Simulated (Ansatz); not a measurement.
## YSi2 (AlB2-type structure)

The computed numbers are results of PBEsol, scalar-relativistic (no spin polarisation) in the plane-wave PAW code Ansatz at 420 eV, 10×10×8 k-mesh, Gaussian smearing of 0.05 eV; PAW files: Ansatz's generated set soft_2.

```
Y Si
1.0
     4.07513    0.00000    0.00000
    -2.03756    3.52916    0.00000
     0.00000    0.00000    3.88321
Y Si
1 2
Direct
  0.00000 0.00000 0.00000
  0.33333 0.66667 0.50000
  0.66667 0.33333 0.50000
```

The Crystallography Open Database holds a cell of this formula and space group, from which this one stands far in volume, proportions or bonds. The database's entry of this formula in the relaxed cell's space group, P6/mmm, has axes of 3.830 × 3.830 × 4.140 Å and 17.53 Å³/atom (1967), the relaxed one 4.075 × 4.075 × 3.883 Å and 18.62.

Cell and atoms are those of this level's equilibrium.

The cell has space group P6/mmm (read at 0.01 Å). In it the stress is 0.03, 0.03, -0.02, 0.00, 0.00, 0.00 GPa and the largest force component 0.000 eV/Å. Each change below starts from this cell, without further relaxation. Stress is in GPa, positive in compression, in the order xx, yy, zz, yz, xz, xy; energies are counted from the cell above and are free energies with the smearing's entropy, which match forces and stress in a metal.

Problem. What happens when atom 3 (Si) is moved by 0.08 Å along x?

Solution. The energy changes by 29.7 meV per cell, and the force on it along the shift is -0.746 eV/Å (−F/u = 9.33 eV/Å²). Stress: 0.68, 0.05, 0.25, 0.00, 0.00, 1.70.
```tsv
atom	Fx (eV/Å)	Fy	Fz
Y1	0.154	-0.015	0.000
Si2	0.592	0.065	0.000
Si3	-0.746	-0.049	0.000
```
In a harmonic crystal the energy would rise by −½F·u = ½ × 9.33 × 0.08² eV = 29.9 meV, which matches.

Problem. What stress follows from an engineering strain of 1 % in yy, atoms carried along?

Solution. -1.12, -1.31, -0.51, 0.00, 0.00, 0.00 GPa; the energy changes by 2.4 meV per cell.
```
atom  Fx (eV/Å)      Fy     Fz
  Y1      0.000   0.000  0.000
 Si2      0.000   0.056  0.000
 Si3      0.000  -0.056  0.000
```
The change of the stress over the strain gives a clamped-atom stiffness of about 134 GPa for this component, a secant value that lies under the elastic constant in tension and over it in compression, by several per cent for each per cent of strain.
In a harmonic crystal the energy would rise by V(½Cε² − σ₀ε), with σ₀ the stress of the unstrained cell, = 2.2 meV, close to the run's value; the rest has the sign of the anharmonic part, which a secant stiffness overstates.

The cell is a metal with an odd number of electrons, and spin polarisation wasn't tried.
